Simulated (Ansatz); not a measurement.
Elastic constants of CdTe$_{2}$: input and output

Computed with DFT PBE, scalar-relativistic, plane waves, PAW in Ansatz 0.2.0.

Launched with:
```bash
ansatz run input.yaml --threads 2 --pin off --max-ram 6144MiB --backend cpu --events-out ev --progress --plain --runs-dir out
```

Input (bare energies are in eV):
```yaml
crystal:
  lattice:
    - [-3.3411564455, 3.3411564455, 3.9971802986]
    - [3.3411564455, -3.3411564455, 3.9971802986]
    - [3.3411564455, 3.3411564455, -3.9971802986]
  atoms:
    - { symbol: Cd, position: [0.75, 0.75, 0.0] }
    - { symbol: Cd, position: [0.25, 0.25, 0.0] }
    - { symbol: Te, position: [0.3511723006, 0.8511723006, 0.2023446013] }
    - { symbol: Te, position: [0.8511723006, 0.6488276994, 0.5] }
    - { symbol: Te, position: [0.6488276994, 0.1488276994, 0.7976553987] }
    - { symbol: Te, position: [0.1488276994, 0.3511723006, 0.5] }
basis:
  ecutwfc: 420
kpoints:
  mp_grid: { grid: [8, 8, 8] }
hamiltonian:
  xc: pbe
scf:
  occupations: { method: fermi_dirac, width: 0.15 }
output:
  forces: true
  stress: true
  eigenvalues: true
elastic:
  mode: clamped_ion
  amplitude: 0.005
  stencil: two_point
```

From the output:
```
--- Elastic constants: 4 strain directions × 2 members + reference (group order 16) ---
  dense FFT box of the reference and of every strained cell: 45×45×45
  strains applied: 11, 33, 23, 12; error gains: componentwise 1.00 (the most a stress slope's error grows in a printed constant), spectral 1.41 (1 for all six strains in a standard setting)
  C = ∂σ_k/∂η_j (tension-positive GPa; Voigt order 11 22 33 23 13 12):
        72.264     71.552     16.447      0.000      0.000      0.000
        71.552     72.264     16.447      0.000      0.000      0.000
        16.437     16.437     58.897     -0.000      0.000      0.000
         0.000      0.000      0.000     11.631      0.000      0.000
         0.000      0.000     -0.000      0.000     11.631      0.000
         0.000      0.000     -0.000      0.000      0.000     44.419
  reference stress σ⁰ (GPa):     -0.005     -0.005      0.004      0.000      0.000     -0.000
  C* (energy form; C + prestress term) asymmetry max|C*_kj − C*_jk| = 2.280e-4 GPa — a small one proves nothing (zero by symmetry where the batch's group is 432, −43m or m−3m); a large one is finite-difference/SCF noise where every solve ...
  moduli (Voigt/Reuss/Hill, GPa): K = 45.81/40.49/43.15   G = 20.14/1.65/10.89   E = 30.14   ν = 0.384
  mechanically stable: yes (min eigenvalue of sym C = 0.71 GPa)
  strain η (Voigt 11):  stress-route row diagonal C_11 = 72.26 GPa, energy-path curvature d²(F+E_count+ΔE)/dδ²/Ω₀ = 72.26 GPa
         δ    σ_11 (GPa) F (eV) n_scf n_hpsi n_pw
    -5.000e-3      -0.3749      -44429.2774662      11  123673   3495
     5.000e-3       0.3478      -44429.2775620       9  111983   3528
  strain η (Voigt 33):  stress-route row diagonal C_33 = 58.90 GPa, energy-path curvature d²(F+E_count+ΔE)/dδ²/Ω₀ = 58.89 GPa
         δ    σ_33 (GPa) F (eV) n_scf n_hpsi n_pw
    -5.000e-3      -0.2960      -44429.2777092      11   76184   3496
     5.000e-3       0.2930      -44429.2776841       9   63888   3542
  strain η (Voigt 23):  stress-route row diagonal C_44 = 11.63 GPa, energy-path curvature d²(F+E_count+ΔE)/dδ²/Ω₀ = 11.63 GPa
         δ    σ_23 (GPa) F (eV) n_scf n_hpsi n_pw
    -5.000e-3      -0.0582      -44429.2783583      11  201190   3511
     5.000e-3       0.0582      -44429.2783583       7  139764   3511
  strain η (Voigt 12):  stress-route row diagonal C_66 = 44.42 GPa, energy-path curvature d²(F+E_count+ΔE)/dδ²/Ω₀ = 44.43 GPa
         δ    σ_12 (GPa) F (eV) n_scf n_hpsi n_pw
    -5.000e-3      -0.2221      -44429.2779043      11  128248   3522
     5.000e-3       0.2221      -44429.2779043       9  105101   3522
```

The run took 2 min on 2 threads of Oxide Virtual Turin-like Processor (Zen 5) (shared host), peak memory 1.6 GiB.

The cell was built by swapping an element in a database structure (itself possibly hypothetical) and relaxing; it need not be the stable form of this composition. In a metal, frequencies and elastic constants depend on the k mesh and the smearing, soft modes and shear constants most.

The least eigenvalue is 0.7 GPa; in a metal on this mesh the verdict on stability isn't firm within about 20 GPa or a tenth of the bulk modulus.

Clamped-ion constants are upper bounds: once the atoms relax, a strain can turn out softer or unstable.